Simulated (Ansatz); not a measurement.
Here is the system:

Ta₂O₅:
```
Ta2O5
1.0
   -2.62344     2.62344     4.77641
    2.62344    -2.62344     4.77641
    2.62344     2.62344    -4.77641
Ta O
2 5
Cartesian
  0.00000   0.00000   1.88416
  0.00000   0.00000   7.66865
  0.00000   0.00000   0.00000
 -1.31172   1.31172   2.38820
  1.31172   1.31172  -2.38820
  1.31172  -1.31172   2.38820
  1.31172   1.31172   2.38820
```

This is the r²SCAN-relaxed structure. Tensor components refer to the Cartesian frame of this cell.

Problem. All from r²SCAN (plane waves, PAW; program Ansatz), unless another level is named. Predict the Young's modulus.

Solution. 153 GPa.

Problem. Next, the elastic constants (relaxed ions, GPa)?

Solution. C11 = 296, C12 = 146, C13 = 119, C33 = 169, C44 = 23.4, C66 = 199.

Problem. And the highest zone-centre frequency (without LO–TO term)?

Solution. 1055 cm⁻¹.

Space group I4/mmm. The workflow started from a Materials Project entry (that database holds measured and hypothetical structures alike); the Crystallography Open Database copy checked does not list it. COD files the formula under space group No. 49, so this cell is another polymorph or a model. Whether it is the stable phase at ambient conditions was not checked. The r²SCAN relaxation kept the symmetry of its start. At this level the phase is dynamically unstable (imaginary phonons). No spin polarisation was allowed. Spin–orbit coupling is left out wherever it is not named.

Potentials: the later of the program's two PAW sets.
